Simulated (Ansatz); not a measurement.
Q: Mg₃SnO (anti-perovskite, Pm-3m) is relaxed with r²SCAN (plane waves, PAW; program Ansatz). What lattice parameters of the conventional cell result?

A: a = 4.345 Å.

Q: Is it a metal or does it have a gap at this level?

A: No gap at this level.

The start of the workflow was typed in or built on a structure type; neither database checked (COD, Materials Project) lists it. Its standing as an ambient phase is unchecked. Symmetry was held in the r²SCAN relaxation; its stability against distortions is not shown here. Spin–orbit coupling is left out wherever it is not named.

Potentials: the later of the program's two PAW sets.
